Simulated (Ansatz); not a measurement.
# RuB₂: pressure against volume

RuB₂, Pmmn, a = 2.870 Å, b = 4.640 Å, c = 4.038 Å. The structure is a COD entry; whether it is the stable form wasn't checked. Ansatz: r2SCAN, PAW, 500 eV, Γ-centred 12×8×10 mesh on 6 atoms, Gaussian smearing 0.10 eV; no spin polarisation. Shape and atoms are relaxed at each volume; pressure is positive in compression.

| V (Å³/atom) | P (GPa) |
| --- | --- |
| 7.888 | 48.93 |
| 8.157 | 33.68 |
| 8.426 | 20.65 |
| 8.695 | 9.52 |
| 8.964 | 0.00 |
| 9.233 | -8.13 |
| 9.502 | ? |
| 9.860 | -22.70 |

Q: Take V0 = 8.964 Å³/atom, fit the third-order Birch–Murnaghan form to the other rows, and predict the missing pressure.

A: With the Eulerian strain f = ½[(V0/V)^(2/3) − 1] and y = P/[3f(1 + 2f)^(5/2)], the form is the line y = B0 + 1.5 B0 (B0′ − 4) f. Rows (f, y): 0.04449, 296.2; 0.03246, 295.5; 0.02106, 294.8; 0.01026, 294.0; -0.00976, 291.7; -0.03077, 288.2. Means f = 0.01129, y = 293.40; Σ(Δf)² = 0.003859, ΣΔfΔy = 0.4050; the slope is their ratio. y = 292.2 + 104.9 f GPa, so B0 = 292.2 GPa and B0′ = 4 + 2 × (104.9)/(3 × 292.2) = 4.24. At V = 9.502, f = -0.01906, y = 290.20 and P = -15.06 GPa. The run gave -15.06 GPa, the same to the digits shown.